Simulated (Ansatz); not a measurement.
With DFT-r²SCAN in the program Ansatz with PAW potentials, TaGeO3 in the tetragonal phase (P4mm; Ta on 1b, Ge on 1a, O on 2c, O on 1b) relaxes to a = 4.076 Å, c = 3.935 Å. O on 1b has 2 nearest neighbours from 1.91 Å (linear). Against the elements it lies at -1.90 eV/atom, with no fitted shifts.

Electronic character: metallic (no gap). Gap from r²SCAN with spin–orbit coupling: none (metallic).

Bader charges are Ta +2.78, Ge +1.11, O -1.31 to -1.27 e.

The start of the workflow was typed in or built on a structure type; neither database checked (COD, Materials Project) lists it. Whether it is the stable phase at ambient conditions was not checked. The r²SCAN relaxation kept the symmetry of its start; its stability against distortions is not shown here. The run is not spin-polarised. With an odd number of electrons in the cell and no spin polarisation, the count alone makes it a metal. The references are the lowest solids computed at this level, not always the standard phases (solids in place of the gases). Scalar-relativistic: spin–orbit coupling is off unless named, which matters more the heavier the elements.

Potentials: the later of the program's two PAW sets.
